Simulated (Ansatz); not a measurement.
Trial structure of MgZnO4, not yet relaxed:

```
CELL_PARAMETERS angstrom
3.32861 -3.39591 0.00000
3.32861 3.39591 0.00000
0.00000 0.00000 3.14424
ATOMIC_POSITIONS crystal
Mg 0.50000 0.50000 0.50000
Zn 0.00000 0.00000 0.00000
O 0.30640 0.69360 0.00000
O 0.69360 0.30640 0.00000
O 0.19810 0.19810 0.50000
O 0.80190 0.80190 0.50000
```

Theory: Ansatz 0.2.0, DFT PBE, scalar-relativistic, plane waves, PAW. Cutoff 420 eV; k points 4×4×6 on the computed 6-atom cell (Γ-centred); Gaussian smearing, width 0.10 eV; collinear spin from starting moments 0.0 0.0 1.0 1.0 1.0 1.0 μB.

The zero of energy is the elements' standard structures at the same level (O₂ as a molecule); no fitted shifts are applied.

Task: How far from equilibrium is it?

Result: The pressure is -0.7 GPa (the mean over three directions, positive in compression), the largest force is 0.55 eV/Å, and the energy is −0.63 eV/atom against the elements. The shortest distance is 2.01 Å.

Task: How much does it gain on relaxing, and where does it end?

Result: Relaxing gains under 0.1 eV/atom (the start's value is from the coarse mesh, so the gain is rough) in 12 ionic steps and ends at −0.65 eV/atom on the finer mesh. The symmetry stays Cmmm (No. 65). The volume per atom shrinks by 1.0 %, from 11.8 to 11.7 Å³. The shortest distance goes from 2.01 Å (Mg–O) to 1.92 Å (Zn–O). Conventional cell: a = 6.483 Å, b = 6.846 Å, c = 3.170 Å. Mg has 6 O at 2.06 Å; around Zn lie 2 O at 1.92 Å and 4 O at 2.09 Å; O on a site of symmetry 2mm has 1 Zn at 1.92 Å and 2 Mg at 2.06 Å; 1 more site not described.

The last run used collinear spin, an 8×8×12 mesh (in the run's order of axes) for its 6-atom cell and Gaussian smearing of 0.10 eV. Another magnetic order may lie lower. The relaxation can't lower the symmetry of the start. Symmetry constrained the relaxation, so the result can be a saddle point. Another cell of MgZnO4 relaxed alike but without spin, in P4/mmm, lies 131 meV/atom lower, so this cell isn't the stable form at this level.
